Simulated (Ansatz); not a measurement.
Here is the system:

FePt:
```
FePt
1.0
    2.68841     0.00000     0.00000
    0.00000     2.68841     0.00000
    0.00000     0.00000     3.71303
Fe Pt
1 1
Direct
  0.50000   0.50000   0.50000
  0.00000   0.00000   0.00000
```
Starting moments (μB, in the order of the atoms Fe Pt): 2.9 0.4.

This is the PBEsol-relaxed structure.

**Question.** All from the program Ansatz at the PBEsol level (PAW), unless another level is named. Predict the formation energy from the elements (no fitted shifts).

**Answer.** -0.20 eV/atom.

**Question.** Predict the density of states at the Fermi level.

**Answer.** 0.62 states/eV per atom (mean over ±0.08 eV).

Space group P4/mmm (L1₀ or tetragonal B2). Symmetry was held in the PBEsol relaxation. Magnetic state: ferromagnetic, chosen from 5 collinear starts compared on coarse meshes (ties went to the first, and starts can fall back to one state), not a proven ground state. Textbook magnetic order: ferromagnetic. The references are the lowest solids computed at this level, not always the standard phases. Scalar-relativistic: spin–orbit coupling is off unless named, which matters more the heavier the elements.

Potentials: the later of the program's two PAW sets.
